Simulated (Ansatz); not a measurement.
Molecular dynamics on a 2×2×1 supercell (12 atoms) of PtSe2 (P-3m1), relaxed with r2SCAN+rVV10. Forces come from r2SCAN in Ansatz: constant energy and volume (NVE), velocities drawn at 1300 K, steps of 2 fs. Classical nuclei, no spin polarisation; a few dozen steps show the first response, not equilibrium.

```yaml
crystal:
  lattice:
    - [7.4573199301, 0.0, 0.0]
    - [-3.728659965, 6.4582285036, 0.0]
    - [0.0, 0.0, 5.2770333951]
  atoms:
    - { symbol: Pt, position: [0.0, 0.0, 0.0] }
    - { symbol: Se, position: [0.1666666667, 0.3333333333, 0.2462223074] }
    - { symbol: Se, position: [0.3333333333, 0.1666666667, 0.7537776926] }
    - { symbol: Pt, position: [0.0, 0.5, 0.0] }
    - { symbol: Se, position: [0.1666666667, 0.8333333333, 0.2462223074] }
    - { symbol: Se, position: [0.3333333333, 0.6666666667, 0.7537776926] }
    - { symbol: Pt, position: [0.5, 0.0, 0.0] }
    - { symbol: Se, position: [0.6666666667, 0.3333333333, 0.2462223074] }
    - { symbol: Se, position: [0.8333333333, 0.1666666667, 0.7537776926] }
    - { symbol: Pt, position: [0.5, 0.5, 0.0] }
    - { symbol: Se, position: [0.6666666667, 0.8333333333, 0.2462223074] }
    - { symbol: Se, position: [0.8333333333, 0.6666666667, 0.7537776926] }
kpoints:
  mp_grid: { grid: [3, 3, 4] }
hamiltonian:
  xc: r2scan
scf:
  occupations: { method: fermi_dirac, width: 0.112 }
md:
  ensemble: nve
  temperature: 1300
  timestep: 2.0
  n_steps: 20
  initial_velocities: maxwell_boltzmann
  seed: 6703
```

Command: `ansatz run input.yaml --threads 4 --pin off --max-ram 3686MiB --backend cpu --events-out ev --progress --plain --runs-dir out`. It ended after 7.6 min on 4 threads of Arm Neoverse N1 (shared host); peak host memory 2.1 GiB.

| step | t (fs) | T (K) | free energy F from step 0 (meV/atom) | kinetic energy (meV/atom) | largest force (eV/Å) |
| --- | --- | --- | --- | --- | --- |
| 0 | 0 | 1300 | 0.0 | 154.0 | 0.01 |
| 1 | 2 | 1293 | 0.8 | 153.2 | 0.24 |
| 2 | 4 | 1273 | 3.2 | 150.9 | 0.48 |
| 3 | 6 | 1240 | 7.1 | 146.9 | 0.72 |
| 4 | 8 | 1194 | 12.6 | 141.4 | 0.98 |
| 5 | 10 | 1135 | 19.5 | 134.5 | 1.24 |
| 6 | 12 | 1067 | 27.7 | 126.4 | 1.50 |
| 7 | 14 | 989 | 36.8 | 117.2 | 1.76 |
| 8 | 16 | 905 | 46.9 | 107.2 | 2.01 |
| 9 | 18 | 816 | 57.4 | 96.7 | 2.26 |
| 10 | 20 | 725 | 68.2 | 85.9 | 2.49 |

The temperature goes from 1300 K to 725 K in 20 fs. The atoms start on their lattice sites with kinetic energy alone, so much of it first passes into potential energy. The conserved energy stays within 0.10 meV an atom. By the last step the atoms have moved 0.10 Å in the root mean square, the drift of the whole cell taken out, 0.15 Å at most. The job's limit cut the run after 10 of 20 steps.

Positions (Å) and forces (eV/Å) at step 10:
```
Pt  -0.026  -0.023  -0.073     0.793   1.135   1.815
Se   0.022   2.158   1.298    -0.130  -0.335  -0.292
Se   1.989   1.175   3.984    -1.146  -0.352  -0.463
Pt  -1.867   3.151  -0.019     0.115   1.551   0.892
Se  -1.790   5.385   1.284    -1.044  -0.321  -0.089
Se  -0.022   4.463   3.971     0.216  -2.339  -0.816
Pt   3.717  -0.031  -0.037    -0.406   1.356   1.932
Se   3.750   2.115   1.386    -0.122   0.266  -0.463
Se   5.504   1.045   4.102     1.093   0.251  -1.850
Pt   1.876   3.252   0.020    -0.004   0.196   0.096
Se   1.778   5.388   1.296     0.864  -0.078   0.198
Se   3.754   4.375   4.057    -0.230  -1.330  -0.959
```
